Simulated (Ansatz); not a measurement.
An Ansatz input:

```yaml
crystal:
  lattice:
    - [0.0, 1.9179665047, 1.9179665047]
    - [1.9179665047, 0.0, 1.9179665047]
    - [1.9179665047, 1.9179665047, 0.0]
  atoms:
    - { symbol: B, position: [0.125, 0.125, 0.125] }
    - { symbol: B, position: [0.875, 0.875, 0.875] }
hamiltonian:
  xc: lda
  pseudopotentials:
    kind: paw
    azcp:
      B: "pseudopotentials/B.paw.azcp"
basis:
  ecutwfc: 420
  fft_grid_basis: typed
kpoints:
  mp_grid: { grid: [15, 15, 15], shift: [0, 0, 0] }
magnetization:
  spin_polarized: false
scf:
  occupations: { method: fermi_dirac, width: 0.1 }
  lower_state_search: "off"
output:
  stress: true
```

Terminal output

```
Warning: the record states the generating functional pbe (its physics header spells it `PBE`), which answers neither for hamiltonian.xc's functional nor for the lda family's — results may be inconsistent (PPs are generated against a specific XC)
Engine: ansatz 0.2.0, aarch64-unknown-linux-gnu
Pseudopotentials: kind: paw
Pseudopotential: B, paw, valence charge 3, recommended cutoff 420 eV (normal) 
Functional definition: SPW92
  exchange = slater_x
  correlation = pw_c
Crystal: 2 atoms, lattice volume = 14.111 Å³
Basis set: ecut = 420 eV, 283 PW (Γ)
Bands: 7, of which v1, the nominal top of the filled ones, is band 3 counted from 1 (2 counted from 0)
Symmetry: 48 space group operations
Space group: Fd-3m (ITA 227), of the structure as read, at distance tolerance 2.4e-5 Å
k-points: 120 of 3375
Non-local potential: B, projectors of the file, l = 0: 2, l = 1: 2, l = 2: 1
PAW form: soft (Blöchl's): semilocal exchange-correlation on the pseudo side does not see the compensation charge
PAW frozen core: B, regenerated for the run's functional, and the local potential with it (the file was generated under x = pbe(κ = 0.804, μ = 0.2195149727645171), c = pbe(β = 0.06672455060314922))
PAW one-centre angular grid: B, 110 points (default); XC on 64 Gauss nodes
Initial density: superposition of atomic densities (neutral atoms: chi_scale 0, normalization atom), corrected by the library's trained network
Initial wavefunctions: pseudopotential atomic-orbital guess
Functional: x = slater, c = lda
SCF iter   1: F=—  HF=-297.381806 eV  |F-HF|=—  |Δ(HF+E_count)|=         —  Δρ=3.39e-3  dr2=5.68e-4  ethr=1.77e-3  ⟨swp⟩=4.5  Hψ=5652  notcnv=0
SCF iter   2: F=—  HF=-297.381604 eV  |F-HF|=—  |Δ(HF+E_count)|=   2.01e-4  Δρ=1.64e-3  dr2=1.33e-4  ethr=9.47e-6  ⟨swp⟩=1.1  Hψ=1818  notcnv=0
SCF iter   3: F=—  HF=-297.381564 eV  |F-HF|=—  |Δ(HF+E_count)|=   3.97e-5  Δρ=3.77e-5  dr2=1.17e-7  ethr=2.22e-6  ⟨swp⟩=1.0  Hψ=831  notcnv=0
SCF iter   4: F=—  HF=-297.381565 eV  |F-HF|=—  |Δ(HF+E_count)|=   6.46e-7  Δρ=5.09e-6  dr2=2.57e-9  ethr=1.95e-9  ⟨swp⟩=2.4  Hψ=1176  notcnv=0
iter 5 did not close the SCF: its close was put off for the readings that it lacked (scf_convergence_deferred on its scf_iter line)
SCF iter   5: F=-297.381565 eV  HF=-297.381565 eV  |F-HF|=7.33e-12  |Δ(HF+E_count)|=  7.39e-10  Δρ=5.43e-7  dr2=1.32e-11  ethr=4.29e-11  ⟨swp⟩=2.1  Hψ=1176  notcnv=0
SCF iter   6: F=-297.381565 eV  HF=-297.381565 eV  |F-HF|=5.68e-14  |Δ(HF+E_count)|=  8.58e-12  Δρ=5.79e-8  dr2=2.05e-13  ethr=1.00e-12  ⟨swp⟩=1.0  Hψ=2030  notcnv=0
SCF 1 converged in 6 iterations: F = -297.381565 eV  dr2 = 2.05e-13
SCF converged after 6 iterations
Free energy (F): -297.381565 eV
Harris-Foulkes:  -297.381565 eV  (|F-HF|=5.68e-14)
Internal energy: -297.356418 eV  (E = F + TS)
E sigma→0 (E₀):  -297.368992 eV
Entropy (-TS):   -0.025147 eV (-12.573 meV/atom)
Fermi energy:    8.122486 eV
--- Per-component energies (eV) ---
  E_band       = 18.531501
  E_kinetic    = 98.714627
  E_local      = -39.441518  (includes V_loc(G=0)·N_el)
  E_nonlocal   = 27.822480
  E_hartree    = 7.207050
  E_xc         = -64.222581
  E_vxc        = -76.380150  (∫ρ·V_xc dr)
  E_paw        = -145.535429  (= ΣΔE_a)
  E_vpaw       = -6.598030  (= ΣTr[D̂ρ^β])
  E_aug_tail   = -0.000008  (compensation charges beyond the density's cutoff)
  E_ewald      = -181.992709
  E_core_change = 0.091669  (= ΣΔE_core)
  E_smearing   = -0.025147  (= −TS)
  E_closure    = 0.000000  (closes the sum)
  Σ components = -297.381565   (vs F -297.381565, Δ=0.00e0)
--- Stress (GPa, compression-positive) ---
       30.269805       0.000000      -0.000000
        0.000000      30.269805      -0.000000
        0.000000       0.000000      30.269805
  P = ⅓ Tr σ = 30.2698 GPa (302.698 kbar)
```
